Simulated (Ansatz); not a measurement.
An Ansatz (a first-principles code) run. Input:

Ansatz 0.2 input:
```yaml
crystal:
  lattice:
    - [4.2033608938, 0.0, 0.0]
    - [0.0, 4.2033608938, 0.0]
    - [0.0, 0.0, 4.2033608938]
  atoms:
    - { symbol: Sc, position: [0.0, 0.0, 0.0] }
    - { symbol: Pd, position: [0.0, 0.5, 0.5] }
    - { symbol: Pd, position: [0.5, 0.0, 0.5] }
    - { symbol: Pd, position: [0.5, 0.5, 0.0] }
    - { symbol: N, position: [0.5, 0.5, 0.5] }
kpoints:
  mp_grid: { grid: [7, 7, 7] }
  band_path:
    path:
      - [[0.0, 0.0, 0.0], [0.0, 0.5, 0.0], [0.5, 0.5, 0.0], [0.0, 0.0, 0.0], [0.5, 0.5, 0.5], [0.0, 0.5, 0.0]]  # Γ-X-M-Γ-R-X
      - [[0.5, 0.5, 0.5], [0.5, 0.5, 0.0]]  # R-M
    npoints: 12
basis: { xc_grid: 2 }
hamiltonian:
  xc: pbe
  pseudopotentials: { azcp: { folder: ./paw }, kind: paw_fr }
magnetization: { noncollinear: true, spin_orbit: true }
scf:
  n_extra_bands: 12
  convergence: { dr2_threshold: 0.0000000001 }
  occupations: { method: gaussian, width: 0.05 }
output: { eigenvalues: true }
```

Output (shortened):

```
Pseudopotential: Sc, paw, valence charge 11
Pseudopotential: Pd, paw, valence charge 18
Pseudopotential: N, paw, valence charge 5
Functional definition: PBE
non-collinear run that drives no moment, with spin-orbit …
Crystal: 5 atoms, lattice volume = 74.266 Å³
Basis set: ecut = 420 eV, 1419 PW (Γ), exchange–correlation on 60×60×60 points (8 copies of the dense FFT grid, shifted against one another)
Bands: 82, of which v1, the nominal top of the filled ones, is band 70 counted from 1 (69 counted from 0)
Symmetry: 48 space group operations + 48 with time reversal
k-points: 20 of 343
Projection manifold: j_resolved (fully-relativistic pseudo-atomic orbitals)
SCF iter   1: F=—  HF=-23472.808469 eV  |F-HF|=—  |Δ(HF+E_count)|=         —  Δρ=5.63e-1  dr2=4.73e2  dr2_m=0.00e0 (ungated)  ethr=3.10e-3  |M|=0.00e0 ∫|m|=0.00e0 μB  |m|>n=0.0e0 m-floor=0.0e0 τ_xc=0.0e0  β_m=0.30  ⟨swp⟩=7.2  Hψ=3983  notcnv=0
preconditioner: auto → Kerker (q_TF=auto, 2.702 Å⁻¹)
spin=Noncollinear: Kerker preconditioning applied to the charge; magnetization (m_x, m_y, m_z) channels mix plain (no charge-response kernel on spin).
SCF iter   2: F=—  HF=-23449.105949 eV  |F-HF|=—  |Δ(HF+E_count)|=    2.37e1  Δρ=1.36e-1  dr2=1.28e1  dr2_m=0.00e0 (ungated)  ethr=3.10e-3  |M|=0.00e0 ∫|m|=0.00e0 μB  |m|>n=0.0e0 m-floor=0.0e0 τ_xc=0.0e0  β_m=0.28  ⟨swp⟩=4.5  Hψ=2179  notcnv=0  defer=90
preconditioner: auto → Resta (q_TF=auto, 2.702 Å⁻¹)
spin=Noncollinear: Resta preconditioning applied to the charge; magnetization (m_x, m_y, m_z) channels mix plain (no charge-response kernel on spin).
SCF iter   3: F=—  HF=-23447.554516 eV  |F-HF|=—  |Δ(HF+E_count)|=    1.55e0  Δρ=9.39e-2  dr2=6.47e0  dr2_m=0.00e0 (ungated)  ethr=3.10e-3  |M|=0.00e0 ∫|m|=0.00e0 μB  |m|>n=0.0e0 m-floor=0.0e0 τ_xc=0.0e0  β_m=0.64  ⟨swp⟩=2.2  Hψ=1484  notcnv=0  defer=110
SCF iter   4: F=—  HF=-23445.872476 eV  |F-HF|=—  |Δ(HF+E_count)|=    1.68e0  Δρ=1.99e-2  dr2=3.79e-1  dr2_m=0.00e0 (ungated)  ethr=3.10e-3  |M|=0.00e0 ∫|m|=0.00e0 μB  |m|>n=0.0e0 m-floor=0.0e0 τ_xc=0.0e0  β_m=0.64  ⟨swp⟩=3.8  Hψ=2212  notcnv=0  defer=100
SCF iter   5: F=—  HF=-23445.842816 eV  |F-HF|=—  |Δ(HF+E_count)|=   2.97e-2  Δρ=1.31e-2  dr2=1.87e-1  dr2_m=0.00e0 (ungated)  ethr=5.41e-4  |M|=0.00e0 ∫|m|=0.00e0 μB  |m|>n=0.0e0 m-floor=0.0e0 τ_xc=0.0e0  β_m=0.67  ⟨swp⟩=2.2  Hψ=1258  notcnv=0  defer=96
SCF iter   6: F=—  HF=-23445.824923 eV  |F-HF|=—  |Δ(HF+E_count)|=   1.79e-2  Δρ=5.03e-3  dr2=3.82e-2  dr2_m=0.00e0 (ungated)  ethr=2.67e-4  |M|=0.00e0 ∫|m|=0.00e0 μB  |m|>n=0.0e0 m-floor=0.0e0 τ_xc=0.0e0  β_m=0.71  ⟨swp⟩=2.1  Hψ=1065  notcnv=0  defer=94
SCF iter   7: F=—  HF=-23445.822011 eV  |F-HF|=—  |Δ(HF+E_count)|=   2.91e-3  Δρ=2.50e-3  dr2=9.19e-3  dr2_m=0.00e0 (ungated)  ethr=5.46e-5  |M|=0.00e0 ∫|m|=0.00e0 μB  |m|>n=0.0e0 m-floor=0.0e0 τ_xc=0.0e0  β_m=0.85  ⟨swp⟩=2.1  Hψ=1078  notcnv=0  defer=94
SCF iter   8: F=—  HF=-23445.820660 eV  |F-HF|=—  |Δ(HF+E_count)|=   1.35e-3  Δρ=6.33e-4  dr2=6.54e-4  dr2_m=0.00e0 (ungated)  ethr=1.31e-5  |M|=0.00e0 ∫|m|=0.00e0 μB  |m|>n=0.0e0 m-floor=0.0e0 τ_xc=0.0e0  β_m=0.93  ⟨swp⟩=2.0  Hψ=995  notcnv=0  defer=94
SCF iter  13: F=-23445.820561 eV  HF=-23445.820561 eV  |F-HF|=1.46e-11  |Δ(HF+E_count)|=  2.91e-11  Δρ=1.28e-7  dr2=2.28e-11  dr2_m=0.00e0 (ungated)  ethr=1.00e-12  |M|=0.00e0 ∫|m|=0.00e0 μB  |m|>n=0.0e0 m-floor=0.0e0 τ_xc=0.0e0  ⟨swp⟩=8.8  Hψ=2534  notcnv=0
SCF 1 converged in 13 iterations: F = -23445.820561 eV  dr2 = 2.28e-11
NSCF: frozen V_eff on 74 k-points
SCF converged after 13 iterations
Magnetization: |M| = 0.0000 μB,  M = (+0.0000, +0.0000, +0.0000) μB
Absolute magnetization: 0.0000 μB (∫|m|)
  site 0: m = (+0.0000, +0.0000, +0.0000) μB, |m| = 0.0000 μB  (R = 1.23 Å)
  site 1: m = (+0.0000, +0.0000, +0.0000) μB, |m| = 0.0000 μB  (R = 0.87 Å)
  site 2: m = (+0.0000, +0.0000, +0.0000) μB, |m| = 0.0000 μB  (R = 0.87 Å)
  site 3: m = (+0.0000, +0.0000, +0.0000) μB, |m| = 0.0000 μB  (R = 0.87 Å)
  site 4: m = (+0.0000, +0.0000, +0.0000) μB, |m| = 0.0000 μB  (R = 0.87 Å)
Free energy (F): -23445.820561 eV
Harris-Foulkes:  -23445.820561 eV  (|F-HF|=1.46e-11)
Internal energy: -23445.816967 eV  (E = F + TS)
E sigma→0 (E₀):  -23445.818764 eV
Entropy (-TS):   -0.003595 eV (-0.719 meV/atom)
Fermi energy:    16.429279 eV
--- Per-component energies (eV) ---
  E_band       = -705.552027
  E_kinetic    = 1676.840362
  E_local      = -7500.383815  (includes V_loc(G=0)·N_el)
  E_nonlocal   = 1287.533457
  E_hartree    = 3003.145708
  E_xc         = -559.782361
  E_vxc        = -705.063556  (∫ρ·V_xc dr)
  E_paw        = -12554.876432  (= ΣΔE_a)
  E_vpaw       = -1470.771586  (= ΣTr[D̂ρ^β])
  E_aug_tail   = 0.001537  (compensation charges beyond the density's cutoff)
  E_ewald      = -8798.295423
  E_smearing   = -0.003595  (= −TS)
  E_closure    = 0.000000  (closes the sum)
  Σ components = -23445.820561   (vs F -23445.820561, Δ=0.00e0)
  [band-id]    e_kinetic+e_local+e_nonlocal+2·e_hartree+e_vxc+e_vpaw+e_augmentation_tail = -705.552184   (vs E_band -705.552027, Δ=-1.56e-4)
--- Band table (eV; the first three rows and the last of 20) ---
  k-point 0: bands = ["-68.3931", "-68.3931", "-68.3736", "-68.3736", "-68.3736", "-68.3736", "-37.2447", "-37.2447", "-37.2447", "-37.2447", "-37.1792", "-37.1792", "-34.3313", "-34.3313", "-32.9117", "-32.9117", "-32.8187", "-32.8187", "-32.8187", …
  k-point 1: bands = ["-68.3922", "-68.3922", "-68.3745", "-68.3745", "-68.3736", "-68.3736", "-37.2447", "-37.2447", "-37.2419", "-37.2419", "-37.1821", "-37.1821", "-34.3315", "-34.3315", "-32.9071", "-32.9071", "-32.8218", "-32.8218", "-32.8173", …
  k-point 2: bands = ["-68.3899", "-68.3899", "-68.3768", "-68.3768", "-68.3736", "-68.3736", "-37.2447", "-37.2447", "-37.2343", "-37.2343", "-37.1901", "-37.1901", "-34.3320", "-34.3320", "-32.8952", "-32.8952", "-32.8303", "-32.8303", "-32.8140", …
  k-point 19: bands = ["-68.3807", "-68.3807", "-68.3797", "-68.3797", "-68.3797", "-68.3797", "-37.2325", "-37.2325", "-37.2210", "-37.2210", "-37.2187", "-37.2187", "-34.3300", "-34.3300", "-32.9042", "-32.9042", "-32.8172", "-32.8172", "-32.8145", …
```

Cost: very roughly 2.0 core-minutes on shared cores.

Space group Pm-3m (anti-perovskite). The start of the workflow was typed in or built on a structure type; neither database checked (COD, Materials Project) lists it. Its standing as an ambient phase is unchecked. The PBE relaxation kept the symmetry of its start; whether a distortion lowers the energy is not shown. No spin polarisation was allowed.

Potentials: the earlier of the program's two PAW sets.

Ansatz is a plane-wave DFT program.
